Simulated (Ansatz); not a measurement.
## Property card for TaW

TaW:
```
TaW
1.0
    0.00000     2.67211     2.67211
    2.67211     0.00000     2.67211
    2.67211     2.67211     0.00000
Ta W
1 1
Direct
  0.00000   0.00000   0.00000
  0.50000   0.50000   0.50000
```

Space group Fm-3m (No. 225), rock salt; conventional cell a = 5.344 Å, b = 5.344 Å, c = 5.344 Å, α = 90.00°, β = 90.00°, γ = 90.00°.

Method: r²SCAN in the plane-wave PAW code Ansatz. The cell and atoms are relaxed at this level. Other levels are named where they apply.

**Cell and energy**

```json
{
  "volume_per_atom": "19.08 Å³",
  "density": "15.87 g/cm³",
  "Formation energy from the elements (no fitted shifts)": "1.26 eV/atom"
}
```

**Electronic structure**

```json
{
  "electronic_character": "metallic (no gap)",
  "Density of states at the Fermi level": "0.35 states/eV per atom (mean over ±0.08 eV)",
  "Gap with spin–orbit coupling": "none (metallic)"
}
```

**Mechanics**

```json
{
 "Bulk modulus (Birch–Murnaghan fit)": "188 GPa",
 "Pressure derivative B′": "4.0",
 "Elastic constants (relaxed ions, GPa)": "C11 = 508, C12 = 26.7, C44 = -90.9",
 "mechanical_stability": "unstable (C has a negative eigenvalue)"
}
```

**Charges**

```json
{
  "bader_charges": "Ta +0.59, W -0.59 e"
}
```

The start of the workflow was typed in or built on a structure type; neither database checked (COD, Materials Project) lists it. Its standing as an ambient phase is unchecked. The r²SCAN relaxation kept the symmetry of its start. The run is not spin-polarised. Its formation energy is positive at this level, so the cell may be metastable or incomplete. As this level gives no gap, shear constants depend on the k-mesh and smearing (Fermi–Dirac, 0.1 eV here). The references are the lowest solids computed at this level, not always the standard phases. Scalar-relativistic: spin–orbit coupling is off unless named, which matters more the heavier the elements.

Potentials: the earlier of the program's two PAW sets.
